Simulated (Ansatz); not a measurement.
Input:

K2LiBiCl6:
```cif
data_Bi4Cl24K8Li4
_chemical_formula_sum 'K8 Li4 Bi4 Cl24'
_space_group_name_H-M_alt 'Fm-3m'
_space_group_IT_number 225
_space_group_name_Hall '-F 4 2 3'
_cell_length_a 10.41994
_cell_length_b 10.41994
_cell_length_c 10.41994
_cell_angle_alpha 90.000
_cell_angle_beta 90.000
_cell_angle_gamma 90.000
loop_
_atom_site_label
_atom_site_type_symbol
_atom_site_symmetry_multiplicity
_atom_site_Wyckoff_symbol
_atom_site_fract_x
_atom_site_fract_y
_atom_site_fract_z
_atom_site_occupancy
K1 K 8 c 0.25000 0.25000 0.25000 1
Li1 Li 4 b 0.50000 0.50000 0.50000 1
Bi1 Bi 4 a 0.00000 0.00000 0.00000 1
Cl1 Cl 24 e 0.00000 0.00000 0.25769 1
```
(The calculation used a cell of 10 atoms; values per cell refer to that cell.)

This is the r²SCAN-relaxed structure.

All from r²SCAN (plane waves, PAW; program Ansatz), unless another level is named. Predict the hole effective mass.

0.56, 4.4, 4.4 mₑ (principal values).

Give the electron effective mass.

0.51, 0.51, 3.2 mₑ (principal values).

Predict the gap with spin–orbit coupling.

2.92 eV.

Give the band gap.

4.07 eV (indirect).

Give the electron effective mass with spin–orbit coupling.

0.80 mₑ (isotropic).

And the weight of the valence-edge state by species (Voronoi cells)?

Cl 81 %, Bi 15 %, Li 3 %.

The first step of the workflow began from a Materials Project structure, measured or hypothetical; the Crystallography Open Database copy checked does not list it. Whether it is the stable phase at ambient conditions was not checked. The r²SCAN relaxation kept the symmetry of its start; its stability against distortions is not shown here. Scalar-relativistic: spin–orbit coupling is off unless named, which matters more the heavier the elements.

Potentials: the later of the program's two PAW sets.
